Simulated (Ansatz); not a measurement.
4 guesses for Hf4Ta and where they end

Computed with DFT PBE, scalar-relativistic, plane waves, PAW in Ansatz. All cells share a 420 eV cutoff and Γ-centred k meshes spaced at most about 0.3 Å⁻¹ (about 0.25 or finer for metals, 2π included). No spin polarisation in the final relaxations.

Each guess was relaxed in cell and atoms at zero pressure, within the symmetry of its start. These are static total energies at zero pressure. Coordination counts all near atoms (those within 1.25 times the shortest distance at each site; a plus sign parts nearer from farther groups; a slash parts the counts of unlike sites).

```json
{"guess": "1", "made from": "random cell", "start group": "P6/mmm", "V start (Å³/atom)": "20.3", "end group": "P6/mmm", "V end (Å³/atom)": "24.7", "coordination at the end": "Hf 5/8, Ta 6", "gap on mesh (eV)": "0", "E over the lowest end (meV/atom)": "326"}
{"guess": "2", "made from": "GeF4 type", "start group": "I-43m", "V start (Å³/atom)": "24.0", "end group": "?", "V end (Å³/atom)": "?", "coordination at the end": "?", "gap on mesh (eV)": "?", "E over the lowest end (meV/atom)": "?"}
{"guess": "3", "made from": "random cell", "start group": "P6/mmm", "V start (Å³/atom)": "20.8", "end group": "P6/mmm", "V end (Å³/atom)": "24.1", "coordination at the end": "Hf 8, Ta 12", "gap on mesh (eV)": "0", "E over the lowest end (meV/atom)": "107"}
{"guess": "4", "made from": "random cell", "start group": "Pmmm", "V start (Å³/atom)": "22.8", "end group": "Pmmm", "V end (Å³/atom)": "25.1", "coordination at the end": "Hf 7, Ta 10", "gap on mesh (eV)": "0", "E over the lowest end (meV/atom)": "0"}
```

Guess 2 as it starts:

```cif
data_structure
_symmetry_space_group_name_H-M 'I-43m'
_symmetry_Int_Tables_number 217
_cell_length_a 6.2120
_cell_length_b 6.2120
_cell_length_c 6.2120
_cell_angle_alpha 90.000
_cell_angle_beta 90.000
_cell_angle_gamma 90.000
_cell_volume 239.71
loop_
_atom_site_label
_atom_site_type_symbol
_atom_site_symmetry_multiplicity
_atom_site_Wyckoff_symbol
_atom_site_fract_x
_atom_site_fract_y
_atom_site_fract_z
_atom_site_occupancy
Hf1 Hf 8 c 0.17480 0.17480 0.17480 1
Ta1 Ta 2 a 0.00000 0.00000 0.00000 1
```

**Question.** Fill in the missing row: what does this guess relax into, and where does it rank?

**Answer.** It ends in space group Im-3m (No. 229), with a = 6.386 Å, 26.0 Å³/atom and no gap. It lies 220 meV/atom over the lowest end, above guess 3 and below guess 1. Counting all near atoms, this end has Hf 2+6, Ta 8 and the lowest (guess 4) has Hf 7, Ta 10.

```cif
data_structure
_symmetry_space_group_name_H-M 'Im-3m'
_symmetry_Int_Tables_number 229
_cell_length_a 6.3856
_cell_length_b 6.3856
_cell_length_c 6.3856
_cell_angle_alpha 90.000
_cell_angle_beta 90.000
_cell_angle_gamma 90.000
_cell_volume 260.38
loop_
_atom_site_label
_atom_site_type_symbol
_atom_site_symmetry_multiplicity
_atom_site_Wyckoff_symbol
_atom_site_fract_x
_atom_site_fract_y
_atom_site_fract_z
_atom_site_occupancy
Hf1 Hf 8 c 0.25000 0.25000 0.25000 1
Ta1 Ta 2 a 0.00000 0.00000 0.00000 1
```

Formation energies are uncorrected and refer to the elements' standard structures at the same level.

**Question.** Is the lowest end bound against the elements?

**Answer.** No: its formation energy is +0.79 eV/atom. A positive value: parting into the elements would lower its energy.

Spin–orbit coupling, which can matter for Hf and Ta, is left out. A magnetic state wasn't ruled out in cells without spin, among them P6/mmm at 24.1 Å³/atom, Im-3m, P6/mmm at 24.7 Å³/atom. Cells relaxed within their symmetry can be saddle points. A lower structure may well exist outside this small set. Some structure types and database cells were kept out of the candidates from the start, so a known form may be missing.
